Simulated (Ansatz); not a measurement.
Li (bcc, W type)

```yaml
crystal:
  lattice:
    - [-3.43518, 3.43518, 3.43518]
    - [0.00000, 0.00000, 3.43518]
    - [0.00000, 3.43518, 0.00000]
  atoms:
    - { symbol: Li, position: [0.00000, 0.00000, 0.00000] }
    - { symbol: Li, position: [0.50000, 0.00000, 0.00000] }
```

The atoms are displaced by Q × the pattern below (from a DFPT mode at H = (0.5, 0.5, 0.5), largest move 1; Q in Å), at fixed cell. It is one choice among 3 degenerate patterns. (q is in reciprocal vectors of the primitive cell; the cell shown is doubled to hold the pattern.)

```
atom      x      y       z
----  -----  -----  ------
Li1   0.000  0.000  -1.000
Li2   0.000  0.000   1.000
```

These are PBE (plane waves to 420 eV, PAW, scalar-relativistic; Ansatz, an electronic-structure program) values and carry that method's errors. k mesh 19×19×19 (Γ-centred), Fermi-Dirac smearing 0.05 eV. With partly filled bands, energies and forces of such displacements shift with the k mesh and the smearing. Li was relaxed with its symmetry unable to fall. 

```json
[
 {"Q (Å)": "-0.100", "−dE/dQ from forces (eV/Å)": "0.550"},
 {"Q (Å)": "-0.083", "−dE/dQ from forces (eV/Å)": "0.460"},
 {"Q (Å)": "-0.067", "−dE/dQ from forces (eV/Å)": "0.370"},
 {"Q (Å)": "-0.050", "−dE/dQ from forces (eV/Å)": "0.278"},
 {"Q (Å)": "-0.033", "−dE/dQ from forces (eV/Å)": "0.186"},
 {"Q (Å)": "-0.017", "−dE/dQ from forces (eV/Å)": "0.093"},
 {"Q (Å)": "0.000", "−dE/dQ from forces (eV/Å)": "0.000"},
 {"Q (Å)": "0.017", "−dE/dQ from forces (eV/Å)": "-0.093"},
 {"Q (Å)": "0.033", "−dE/dQ from forces (eV/Å)": "-0.186"},
 {"Q (Å)": "0.050", "−dE/dQ from forces (eV/Å)": "-0.278"},
 {"Q (Å)": "0.067", "−dE/dQ from forces (eV/Å)": "-0.370"},
 {"Q (Å)": "0.083", "−dE/dQ from forces (eV/Å)": "-0.460"},
 {"Q (Å)": "0.100", "−dE/dQ from forces (eV/Å)": "-0.550"}
]
```

Question: What harmonic wavenumber does the curvature at Q = 0 give?

Answer: 331 cm⁻¹. E″ = 5.59 eV/Å², M = Σ mᵢ|uᵢ|² = 13.9 u, ν̃ = 521.5·√(|E″|/M).

(A displaced cell: forces are minus the slopes of the energy, force constants its curvatures, and phonons follow from these.)
